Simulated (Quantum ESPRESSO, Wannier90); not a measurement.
**MgTe (wurtzite), plane waves to Wannier functions**

```xyz
4
Lattice="4.5902 0.0000 0.0000 -2.2951 3.9752 0.0000 0.0000 0.0000 7.4378" Properties=species:S:1:pos:R:3 pbc="T T T"
Mg     2.2951    -1.3251    -0.0298
Mg    -2.2951     1.3251     3.6891
Te     2.2951    -1.3251     2.7818
Te    -2.2951     1.3251    -0.9371
```

Materials Project entry mp-1039; symmetrised, unrelaxed at this level. COD (Crystallography Open Database) has an entry of this formula and space group (matched by these alone). Level: PBEsol, no spin polarisation, no spin-orbit coupling; pw.x of Quantum ESPRESSO at 68 Ry with PseudoDojo potentials, 6×6×4 k-points, Wannier90. Density: 12×12×4 mesh, cold smearing 0.01 Ry. Spin-orbit coupling is left out although heavy elements are present.

Bands 19-20 form an isolated set from -10.27 to -9.48 eV relative to the valence-band maximum (on the path) and are turned into 2 Wannier functions by minimising the spread from the start: atomic waves Te 5s.

Centres (Cartesian, Å; one of the equivalent choices) and spreads:

```json
[
 {"n": "1", "x": "2.295", "y": "-1.325", "z": "2.783", "spread (Å²)": "1.583", "nearest atom": "Te3"},
 {"n": "2", "x": "-2.295", "y": "1.325", "z": "-0.936", "spread (Å²)": "1.583", "nearest atom": "Te4"}
]
```

Ω_I = 3.16 Å², Ω_total = 3.17 Å²; the interpolated bands follow pw.x to 0.0 meV rms on the path. Only this start was tried; a symmetric start can stop on a saddle, and mixtures of these functions could lower the total by at most Ω_total − Ω_I.
